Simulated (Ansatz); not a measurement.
## Equation of state of LaRh3C under PBEsol

```cif
data_structure
_symmetry_space_group_name_H-M 'P 1'
_symmetry_Int_Tables_number 1
_cell_length_a 4.2669
_cell_length_b 4.2669
_cell_length_c 4.2669
_cell_angle_alpha 90.000
_cell_angle_beta 90.000
_cell_angle_gamma 90.000
_cell_volume 77.69
loop_
_atom_site_label
_atom_site_type_symbol
_atom_site_fract_x
_atom_site_fract_y
_atom_site_fract_z
_atom_site_occupancy
La1 La 0.50000 0.50000 0.50000 1
Rh1 Rh 0.00000 0.00000 0.50000 1
Rh2 Rh 0.00000 0.50000 0.00000 1
Rh3 Rh 0.50000 0.00000 0.00000 1
C1 C 0.00000 0.00000 0.00000 1
```

The cell is a database's computed one, not the measured one.

The cell was scaled at fixed shape and fractions and run with Ansatz, Ansatz PAW, cutoff 420 eV; PBEsol, k mesh 6 × 6 × 6 on the cell of 5 atoms, fermi-dirac occupations of 0.05 eV, no spin polarisation, no spin-orbit coupling. The potentials were made for PBE. Energies are those that the program minimises, any entropy of the smearing included. For a metal such a mesh isn't converged to the digits shown.

```tsv
V (Å³/atom)	energy over the lowest row (meV/atom)
14.6052	0.52
14.9160	0.00
15.2267	7.36
15.5375	21.66
15.8482	?
16.1590	68.17
16.4697	99.01
```

Task: Fit the third-order Birch-Murnaghan form, give V0, B0 and B′, and predict the energy left open.

Result: With y = (V0/V)^(2/3), E = E0 + (9 V0 B0/16) [(y - 1)³ B′ + (y - 1)² (6 - 4y)]. Least squares through the rows shown give V0 = 14.7783 Å³/atom, E0 = -0.79 meV, B0 = 203.0 GPa (1 eV/Å³ = 160.218 GPa) and B′ = 4.71, with a largest miss of 0.01 meV. At V = 15.8482 the form with these constants gives 42.17 meV; the run gave 42.16 meV an atom.
